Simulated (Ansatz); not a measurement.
The relaxed structure here is a generated cell of CdGeAs2: the first start was made by a random draw of sites in a space group, and the end was not matched to a known phase here, so it may be hypothetical.

One starting cell of CdGeAs2 (a randomly generated symmetric cell of CdGeAs2 (space group No. 123)) was relaxed twice with Ansatz (plane waves, PAW, scalar-relativistic): with PBEsol at 420 eV and with PBE at 420 eV. The PBEsol result:

```cif
data_As2CdGe
_chemical_formula_sum 'As2 Cd1 Ge1'
_space_group_name_H-M_alt 'P 1'
_space_group_IT_number 1
_cell_length_a 3.85711
_cell_length_b 3.85711
_cell_length_c 5.49283
_cell_angle_alpha 90.000
_cell_angle_beta 90.000
_cell_angle_gamma 90.000
loop_
_space_group_symop_operation_xyz
  'x, y, z'
loop_
_atom_site_label
_atom_site_type_symbol
_atom_site_fract_x
_atom_site_fract_y
_atom_site_fract_z
_atom_site_occupancy
As1 As 0.00000 0.00000 0.00000 1
As2 As 0.50000 0.50000 0.00000 1
Cd1 Cd 0.50000 0.50000 0.50000 1
Ge1 Ge 0.00000 0.00000 0.50000 1
```

| quantity | PBEsol | PBE |
|---|---|---|
| space group | P4/mmm | P4/mmm |
| volume (Å³/atom) | 20.43 | ___ |
| a (Å) | 3.857 | ___ |
| c (Å) | 5.493 | ___ |
| gap (eV, no spin-orbit coupling) | 0.00 | ___ |

Q: What does PBE give for the same quantities?

A: 
- volume (Å³/atom), PBE: 21.56
- a (Å), PBE: 3.925
- c (Å), PBE: 5.599
- gap (eV, no spin-orbit coupling), PBE: 0.00

Both levels end in the same structure; PBE's volume is 5.5 % larger. Neither column is exact.

No spin polarisation in the result.

The run could not lose the symmetry of its start, so the end can be a saddle point.

All atoms sit on sites fixed by symmetry, so only the cell could relax.

Ansatz is a first-principles code.
